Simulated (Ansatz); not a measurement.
Input file for Ansatz (a first-principles code):

Ansatz 0.2 input:
```yaml
crystal:
  lattice:
    - [3.2628415516, 0.0, 0.0]
    - [-1.6314207758, 2.8257036722, 0.0]
    - [0.0, 0.0, 3.2972913264]
  atoms:
    - { symbol: Ta, position: [0.6666666667, 0.3333333333, 0.0] }
    - { symbol: P, position: [0.0, 0.0, 0.5] }
kpoints:
  mp_grid: { grid: [25, 25, 22] }
hamiltonian:
  xc: lda
  pseudopotentials: { kind: paw }
scf:
  occupations: { method: fermi_dirac, width: 0.1 }
elastic: { mode: relaxed_ion, stencil: two_point, amplitude: 0.005, f_tol: 0.0005 }
```

Output (shortened):

```
Pseudopotential: Ta, paw, valence charge 13
Pseudopotential: P, paw, valence charge 5
Functional definition: SPW92
Crystal: 2 atoms, lattice volume = 30.400 Å³
Basis set: ecut = 420 eV, 611 PW (Γ)
Bands: 13, of which v1, the nominal top of the filled ones, is band 9 counted from 1 (8 counted from 0)
Symmetry: 12 space group operations
Space group: P-6m2 (ITA 187), of the structure as read, at distance tolerance 3.1e-5 Å
k-points: 780 of 13750 (time reversal used)
SCF 1 converged in 9 iterations: F = -10410.656654 eV  dr2 = 7.73e-15
Crystal: 2 atoms, lattice volume = 30.248 Å³
Symmetry: 4 space group operations
k-points: 2028 of 13750 (time reversal used)
SCF 2 converged in 8 iterations: F = -10410.655767 eV  dr2 = 4.22e-14
relax step   1: F+E_penalty+E_count = -10410.65576679 eV  Δ(F+E_penalty+E_count) = +0.000e0 eV  max|allowed force component| = 4.199e-2 eV/Å  Δτ_max = 0.0000 Å  (8 SCF iters, accepted)
Crystal: 2 atoms, lattice volume = 30.248 Å³
SCF 3 converged in 7 iterations: F = -10410.655832 eV  dr2 = 3.25e-15
relax step   2: F+E_penalty+E_count = -10410.65583159 eV  Δ(F+E_penalty+E_count) = -6.480e-5 eV  max|allowed force component| = 3.540e-3 eV/Å  Δτ_max = 0.0017 Å  (7 SCF iters, accepted)
Crystal: 2 atoms, lattice volume = 30.248 Å³
SCF 4 converged in 9 iterations: F = -10410.655832 eV  dr2 = 0.0
relax step   3: F+E_penalty+E_count = -10410.65583205 eV  Δ(F+E_penalty+E_count) = -4.622e-7 eV  max|allowed force component| = 8.577e-6 eV/Å  Δτ_max = 0.0001 Å  (9 SCF iters, accepted)
Crystal: 2 atoms, lattice volume = 30.248 Å³
SCF 5 converged in 6 iterations: F = -10410.655832 eV  dr2 = 0.0
Crystal: 2 atoms, lattice volume = 30.552 Å³
SCF 6 converged in 8 iterations: F = -10410.655890 eV  dr2 = 4.65e-14
relax step   1: F+E_penalty+E_count = -10410.65588995 eV  Δ(F+E_penalty+E_count) = +0.000e0 eV  max|allowed force component| = 4.069e-2 eV/Å  Δτ_max = 0.0000 Å  (8 SCF iters, accepted)
Crystal: 2 atoms, lattice volume = 30.552 Å³
SCF 7 converged in 7 iterations: F = -10410.655952 eV  dr2 = 2.56e-15
relax step   2: F+E_penalty+E_count = -10410.65595210 eV  Δ(F+E_penalty+E_count) = -6.215e-5 eV  max|allowed force component| = 7.398e-4 eV/Å  Δτ_max = 0.0015 Å  (7 SCF iters, accepted)
Crystal: 2 atoms, lattice volume = 30.552 Å³
SCF 8 converged in 8 iterations: F = -10410.655952 eV  dr2 = 1.29e-19
relax step   3: F+E_penalty+E_count = -10410.65595212 eV  Δ(F+E_penalty+E_count) = -2.062e-8 eV  max|allowed force component| = 1.757e-6 eV/Å  Δτ_max = 0.0000 Å  (8 SCF iters, accepted)
Crystal: 2 atoms, lattice volume = 30.552 Å³
SCF 9 converged in 6 iterations: F = -10410.655952 eV  dr2 = 0.0
Crystal: 2 atoms, lattice volume = 30.248 Å³
SCF 10 converged in 7 iterations: F = -10410.655591 eV  dr2 = 5.52e-15
Crystal: 2 atoms, lattice volume = 30.552 Å³
Basis set: ecut = 420 eV, 623 PW (Γ)
SCF 11 converged in 5 iterations: F = -10410.655526 eV  dr2 = 6.68e-14
Crystal: 2 atoms, lattice volume = 30.400 Å³
Basis set: ecut = 420 eV, 613 PW (Γ)
Symmetry: 2 space group operations
k-points: 3588 of 13750 (time reversal used)
SCF 12 converged in 8 iterations: F = -10410.656125 eV  dr2 = 3.94e-14
relax step   1: F+E_penalty+E_count = -10410.65612533 eV  Δ(F+E_penalty+E_count) = +0.000e0 eV  max|allowed force component| = 8.081e-4 eV/Å  Δτ_max = 0.0000 Å  (8 SCF iters, accepted)
Crystal: 2 atoms, lattice volume = 30.400 Å³
SCF 13 converged in 9 iterations: F = -10410.656125 eV  dr2 = 1.10e-19
relax step   2: F+E_penalty+E_count = -10410.65612535 eV  Δ(F+E_penalty+E_count) = -2.416e-8 eV  max|allowed force component| = 7.068e-5 eV/Å  Δτ_max = 0.0000 Å  (9 SCF iters, accepted)
Crystal: 2 atoms, lattice volume = 30.400 Å³
SCF 14 converged in 6 iterations: F = -10410.656125 eV  dr2 = 0.0
Crystal: 2 atoms, lattice volume = 30.400 Å³
SCF 15 converged in 8 iterations: F = -10410.656125 eV  dr2 = 3.95e-14
relax step   1: F+E_penalty+E_count = -10410.65612533 eV  Δ(F+E_penalty+E_count) = +0.000e0 eV  max|allowed force component| = 8.081e-4 eV/Å  Δτ_max = 0.0000 Å  (8 SCF iters, accepted)
Crystal: 2 atoms, lattice volume = 30.400 Å³
SCF 16 converged in 9 iterations: F = -10410.656125 eV  dr2 = 1.10e-19
relax step   2: F+E_penalty+E_count = -10410.65612535 eV  Δ(F+E_penalty+E_count) = -2.417e-8 eV  max|allowed force component| = 7.068e-5 eV/Å  Δτ_max = 0.0000 Å  (9 SCF iters, accepted)
Crystal: 2 atoms, lattice volume = 30.400 Å³
SCF 17 converged in 6 iterations: F = -10410.656125 eV  dr2 = 0.0
SCF converged after 9 iterations
Free energy (F): -10410.656654 eV
Harris-Foulkes:  -10410.656654 eV  (|F-HF|=1.82e-12)
Internal energy: -10410.645828 eV  (E = F + TS)
E sigma→0 (E₀):  -10410.651241 eV
Entropy (-TS):   -0.010826 eV (-5.413 meV/atom)
Fermi energy:    16.126655 eV
--- Per-component energies (eV) ---
  E_band       = -98.149495
  E_kinetic    = 442.975781
  E_local      = -690.088394  (includes V_loc(G=0)·N_el)
  E_nonlocal   = 55.835495
  E_hartree    = 244.725332
  E_xc         = -281.195853
  E_vxc        = -269.043394  (∫ρ·V_xc dr)
  E_paw        = -8689.584573  (= ΣΔE_a)
  E_vpaw       = -127.279806  (= ΣTr[D̂ρ^β])
  E_aug_tail   = 0.000158  (compensation charges beyond the density's cutoff)
  E_ewald      = -1493.690028
  E_core_change = 0.376254  (= ΣΔE_core)
  E_smearing   = -0.010826  (= −TS)
  E_closure    = 0.000000  (closes the sum)
  Σ components = -10410.656654   (vs F -10410.656654, Δ=0.00e0)
--- Forces (eV/Å), atoms counted from 1 ---
  atom   1  Ta     0.00000000     0.00000000     0.00000000
  atom   2  P      0.00000000     0.00000000     0.00000000
  max |Σ_I F_I| component: 1.30e-16 eV/Å
--- Stress (GPa, compression-positive) ---
        0.054793       0.000000       0.000000
        0.000000       0.054793       0.000000
        0.000000       0.000000      -0.044330
  P = ⅓ Tr σ = 0.0218 GPa (0.218 kbar)
--- Band table (eV; the first three rows and the last of 780) ---
  k-point 0: bands = ["-51.4929", "-18.0515", "-17.8780", "-17.8780", "2.5593", "12.9154", "13.9237", "13.9237", "15.5717", "18.4463", "18.4463", "21.1496", "21.1496"]
  k-point 1: bands = ["-51.4927", "-18.0571", "-17.8775", "-17.8775", "2.5946", "12.8305", "13.9405", "13.9405", "15.6017", "18.3007", "18.3007", "21.2904", "21.2904"]
  k-point 2: bands = ["-51.4922", "-18.0736", "-17.8762", "-17.8762", "2.6998", "12.5803", "13.9905", "13.9905", "15.7029", "17.9490", "17.9490", "21.5985", "21.5985"]
  k-point 779: bands = ["-51.4637", "-18.2305", "-18.1268", "-18.0856", "5.9151", "10.1170", "11.1859", "13.4296", "15.8363", "19.2303", "20.2097", "21.5317", "22.2628"]
--- Elastic constants: 3 strain directions × 2 members + reference (group order 12) ---
  dense FFT box of the reference and of every strained cell: 24×24×24
  strains applied: 11, 33, 23; error gains …
  C = ∂σ_k/∂η_j (tension-positive GPa; Voigt order 11 22 33 23 13 12):
       320.573    128.403    176.326      0.000      0.000      0.000
       128.403    320.573    176.326      0.000      0.000      0.000
       176.208    176.208    461.249      0.000      0.000      0.000
         0.000      0.000      0.000    222.115      0.000      0.000
         0.000      0.000      0.000      0.000    222.115      0.000
         0.000      0.000      0.000      0.000      0.000     96.085
  reference stress σ⁰ (GPa):     -0.055     -0.055      0.044      0.000      0.000      0.000
  moduli (Voigt/Reuss/Hill, GPa): K = 229.36/217.51/223.44   G = 149.49/127.18/138.34   E = 344.02   ν = 0.243
  mechanically stable: yes (min eigenvalue of sym C = 96.08 GPa)
  harmonic check of the ions' relaxations: strain 23: 1 pair too noisy to judge …
  the stresses are not corrected for the forces that the relaxations left standing (`elastic.f_tol`)
  strain η (Voigt 11):  stress-route row diagonal C_11 = 320.57 GPa, energy-path curvature d²(F+E_count+ΔE)/dδ²/Ω₀ = 320.55 GPa
         δ    σ_11 (GPa)             F (eV)   n_scf  n_hpsi   n_pw
    -5.000e-3      -1.6816      -10410.6558321       6  355252    617   relax 3 steps, max|allowed force component| 8.58e-6 eV/Å
     5.000e-3       1.5241      -10410.6559521       6  355558    623   relax 3 steps, max|allowed force component| 1.76e-6 eV/Å
  strain η (Voigt 33):  stress-route row diagonal C_33 = 461.25 GPa, energy-path curvature d²(F+E_count+ΔE)/dδ²/Ω₀ = 461.25 GPa
         δ    σ_33 (GPa)             F (eV)   n_scf  n_hpsi   n_pw
    -5.000e-3      -2.2917      -10410.6555907       7  179569    623   relax 0 steps, max|allowed force component| 7.40e-17 eV/Å
     5.000e-3       2.3208      -10410.6555264       5  146255    623   relax 0 steps, max|allowed force component| 9.25e-17 eV/Å
  strain η (Voigt 23):  stress-route row diagonal C_44 = 222.11 GPa, energy-path curvature d²(F+E_count+ΔE)/dδ²/Ω₀ = 222.14 GPa
         δ    σ_23 (GPa)             F (eV)   n_scf  n_hpsi   n_pw
    -5.000e-3      -1.1106      -10410.6561254       6  628935    622   relax 2 steps, max|allowed force component| 7.07e-5 eV/Å
     5.000e-3       1.1106      -10410.6561254       6  629233    622   relax 2 steps, max|allowed force component| 7.07e-5 eV/Å
```

Cost: about 16 core-minutes (a rough figure) on shared cores.

The first step of the workflow began from a Materials Project structure, measured or hypothetical; the Crystallography Open Database copy checked does not list it. COD files the formula under space group No. 141, so this cell is another polymorph or a model. Whether it is the stable phase at ambient conditions was not checked. The LDA relaxation kept the symmetry of its start; of distortions, only those at the zone centre were tested. No spin polarisation was allowed. As this level gives no gap, shear constants depend on the k-mesh and smearing (Fermi–Dirac, 0.1 eV here). Spin–orbit coupling is left out wherever it is not named.

Potentials: the later of the program's two PAW sets.

Ansatz is a plane-wave DFT program.
